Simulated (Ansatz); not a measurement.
A: BeSe (zinc blende), a = 5.1778 Å, b = 5.1778 Å, c = 5.1778 Å, α = 90.00°, β = 90.00°, γ = 90.00°
B: Mg$_{2}$Sn (antifluorite type, space group Fm-3m), a = 6.816 Å, b = 6.816 Å, c = 6.816 Å, α = 90.00°, β = 90.00°, γ = 90.00°
C: AlRu (CsCl type), a = 3.0037 Å, b = 3.0037 Å, c = 3.0037 Å, α = 90.00°, β = 90.00°, γ = 90.00°
D: SnTe (rock salt), a = b = c = 6.4092 Å, α = β = γ = 90.00°

Scan: energy over volume and axial ratio (atoms clamped). One method and one kind of scan serve all of them; meshes and ranges differ. AlRu is run without spin polarisation. All were relaxed with their symmetry unable to fall. At this level the bands of Mg2Sn touch or barely overlap; measurements give the solid a gap. Spin-orbit coupling is left out.

**Question.** Order them by shear modulus C′ = (C11 − C12)/2 (fitted) (highest first) at the level PBE (plane waves to 420 eV, PAW, scalar-relativistic; Ansatz, a quantum-chemistry and plane-wave program).

**Answer.** C (86 GPa), D (56 GPa), A (39 GPa), B (22 GPa)

(A scan under strain: stresses follow from slopes of the energy per volume, elastic moduli from its curvatures.)
